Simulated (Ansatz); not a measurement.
The relaxed structure here is a generated cell of SiAs: the first start was made by a random draw of sites in a space group, and the end was not matched to a known phase here, so it may be hypothetical.

A relaxed structure of SiAs. Space group Pm-3m (No. 221), CsCl type. Computed with PBEsol (plane waves to 420 eV, PAW, scalar-relativistic; Ansatz, a first-principles code).

```cif
data_AsSi
_chemical_formula_sum 'As1 Si1'
_space_group_name_H-M_alt 'Pm-3m'
_space_group_IT_number 221
_space_group_name_Hall '-P 4 2 3'
_cell_length_a 3.20042
_cell_length_b 3.20042
_cell_length_c 3.20042
_cell_angle_alpha 90.000
_cell_angle_beta 90.000
_cell_angle_gamma 90.000
loop_
_atom_site_label
_atom_site_type_symbol
_atom_site_symmetry_multiplicity
_atom_site_Wyckoff_symbol
_atom_site_fract_x
_atom_site_fract_y
_atom_site_fract_z
_atom_site_occupancy
As1 As 1 b 0.50000 0.50000 0.50000 1
Si1 Si 1 a 0.00000 0.00000 0.00000 1
```

* **Volume per atom**: 16.39 Å³
* **Band gap**: no gap (metallic)
* **Shortest distances**: As–Si 2.77 Å; As–As 3.20 Å; Si–Si 3.20 Å
* **k-mesh**: 15×15×15

No spin polarisation in the result. The relaxed primitive cell holds an odd number of electrons. A magnetic state may lie lower.

The run could not lose the symmetry of its start, so the end can be a saddle point.

All atoms sit on sites fixed by symmetry, so only the cell could relax.
